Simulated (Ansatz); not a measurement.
LaS$_{2}$:
```
CELL_PARAMETERS angstrom
      8.18491     0.00000     0.00000
      0.00000    16.41968     0.00000
      0.00000     0.00000     4.16494
ATOMIC_POSITIONS crystal
  La 0.13006 0.38839 0.21605
  La 0.86994 0.61161 0.78395
  La 0.36994 0.61161 0.71605
  La 0.63006 0.38839 0.28395
  La 0.63006 0.11161 0.28395
  La 0.36994 0.88839 0.71605
  La 0.86994 0.88839 0.78395
  La 0.13006 0.11161 0.21605
  S  0.37446 0.43280 0.73783
  S  0.62554 0.56720 0.26217
  S  0.12554 0.56720 0.23783
  S  0.87446 0.43280 0.76217
  S  0.87446 0.06720 0.76217
  S  0.12554 0.93280 0.23783
  S  0.62554 0.93280 0.26217
  S  0.37446 0.06720 0.73783
  S  0.39386 0.25000 0.14320
  S  0.60614 0.75000 0.85680
  S  0.10614 0.75000 0.64320
  S  0.89386 0.25000 0.35680
  S  0.09952 0.25000 0.65911
  S  0.90048 0.75000 0.34089
  S  0.40048 0.75000 0.15911
  S  0.59952 0.25000 0.84089
```

Relaxed with r²SCAN.

**Question.** Which orbitals make up the states near the band edges in plane-wave PAW r²SCAN (Ansatz code)?

**Answer.** Top 1 eV of the valence band: S 3p 87 %. Bottom 1 eV of the conduction band: La 5d 72 %, La 4f 16 %, S 3p 5 %. Projections are on Löwdin-orthogonalised atomic valence shells; empty p or d shells of many metals are not among them.

**Question.** Tabulate the density of states.

**Answer.** States/eV per cell of 24 atoms, in 0.25 eV bins, energy from the valence-band maximum.

```
E (eV)  total   S 3p  La 4f  La 5d
------  -----  -----  -----  -----
-7.86    0.00   0.00   0.00   0.00
-7.61    0.00   0.00   0.00   0.00
-7.36    0.00   0.00   0.00   0.00
-7.11    0.00   0.00   0.00   0.00
-6.86    0.00   0.00   0.00   0.00
-6.61    0.00   0.00   0.00   0.00
-6.36    0.00   0.00   0.00   0.00
-6.11    0.00   0.00   0.00   0.00
-5.86    1.71   1.40   0.01   0.13
-5.61    8.86   7.30   0.04   0.61
-5.36    6.68   5.50   0.04   0.44
-5.11    6.08   4.96   0.04   0.45
-4.86    4.55   3.65   0.03   0.34
-4.61   13.46  10.51   0.09   1.35
-4.36   20.93  16.44   0.12   2.55
-4.11   10.49   8.34   0.07   1.37
-3.86    4.80   3.87   0.04   0.58
-3.61    9.80   7.73   0.08   1.25
-3.36   15.76  11.81   0.13   2.63
-3.11   23.23  17.40   0.20   3.96
-2.86   20.16  15.25   0.23   3.33
-2.61   25.12  18.62   0.38   5.13
-2.36   24.55  18.56   0.46   4.59
-2.11   28.62  22.08   0.57   4.94
-1.86   28.26  21.88   0.76   4.78
-1.61   29.25  24.06   1.02   3.17
-1.36   30.02  25.17   1.28   2.58
-1.11   15.32  13.11   0.71   0.92
-0.86   10.85   9.36   0.45   0.57
-0.61    5.44   4.75   0.21   0.24
-0.36    5.56   4.85   0.21   0.23
-0.11    2.48   2.18   0.10   0.10
0.14     0.00   0.00   0.00   0.00
0.39     0.00   0.00   0.00   0.00
0.64     0.00   0.00   0.00   0.00
0.89     0.01   0.00   0.00   0.01
1.14     0.51   0.02   0.04   0.42
1.39     0.92   0.04   0.10   0.71
1.64     1.56   0.08   0.24   1.14
1.89     2.79   0.23   0.70   1.67
2.14     9.04   2.40   2.80   2.84
2.39    19.71   5.12   7.93   4.90
2.64    26.74   4.09  15.02   5.91
2.89    74.82   2.10  60.37   9.36
```

Space group Pnma. The workflow started from a Materials Project entry (that database holds measured and hypothetical structures alike); the Crystallography Open Database files this formula in space group No. 62, but the cells were not matched. Whether it is the stable phase at ambient conditions was not checked. The r²SCAN relaxation kept the symmetry of its start; its stability against distortions is not shown here. Scalar-relativistic: spin–orbit coupling is off unless named, which matters more the heavier the elements.

Potentials: the later of the program's two PAW sets.
